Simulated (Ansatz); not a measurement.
**Point defect: Cu vacancy in Cu**

All numbers below come from DFT LDA, scalar-relativistic, plane waves, PAW in Ansatz 0.2.0. Settings: 420 eV cutoff, 4×4×4 k-mesh, Gaussian smearing of 0.10 eV, no spin polarisation.

Host crystal, relaxed:

```xyz
1
Lattice="0.0000 1.7591 1.7591 1.7591 0.0000 1.7591 1.7591 1.7591 0.0000" Properties=species:S:1:pos:R:3 pbc="T T T"
Cu    0.0000    0.0000    0.0000
```

Supercell of 27 atoms, rows in host cell vectors: 0 0 -3; 0 3 -3; 3 0 -3. Atoms relax at the host's cell, keeping the symmetry that the supercell leaves at the site. The cell is small, so energies carry finite-size errors of tenths of an eV. The host is a metal.

Defect: Cu vacancy at (0.000, 0.000, 0.000) of the host cell, charge 0.

(1) Give the relaxed supercell.

Answers

(1)
```xyz
26
Lattice="-5.2774 -5.2774 0.0000 0.0000 -5.2774 5.2774 -5.2774 0.0000 5.2774" Properties=species:S:1:pos:R:3 pbc="T T T"
Cu   -1.7776   -1.7776    0.0000
Cu    0.0185    0.0185    0.0000
Cu   -3.5182   -5.2589    1.7406
Cu   -1.7776   -3.5182    1.7406
Cu    0.0001   -1.7593    1.7590
Cu   -3.5182   -7.0550    3.5367
Cu   -1.7593   -5.2772    3.5184
Cu    0.0185   -3.5182    3.5367
Cu   -5.2589   -3.5182    1.7406
Cu   -3.5182   -1.7776    1.7406
Cu   -1.7593    0.0001    1.7590
Cu   -5.2772   -5.2772    3.5184
Cu   -3.5182   -3.5182    3.5115
Cu   -1.7593   -1.7593    3.5184
Cu   -5.2589   -7.0550    5.2774
Cu   -3.5182   -5.2841    5.2774
Cu   -7.0297   -8.7956    5.2774
Cu   -7.0550   -3.5182    3.5367
Cu   -5.2772   -1.7593    3.5184
Cu   -3.5182    0.0185    3.5367
Cu   -7.0550   -5.2589    5.2774
Cu   -5.2841   -3.5182    5.2774
Cu   -8.7956   -7.0297    5.2774
Cu   -7.0366   -7.0366    7.0363
Cu   -5.2772   -5.2772    7.0363
Cu   -3.5182   -3.5182    7.0432
```
Around the defect: 12 Cu at 2.46 Å. The run ended with a moment of 0.00 μB (no spin polarisation).

Cost: 2 runs of about 5.6 core-minutes in all, on Intel Xeon Processor @ 2.70GHz (shared hosts).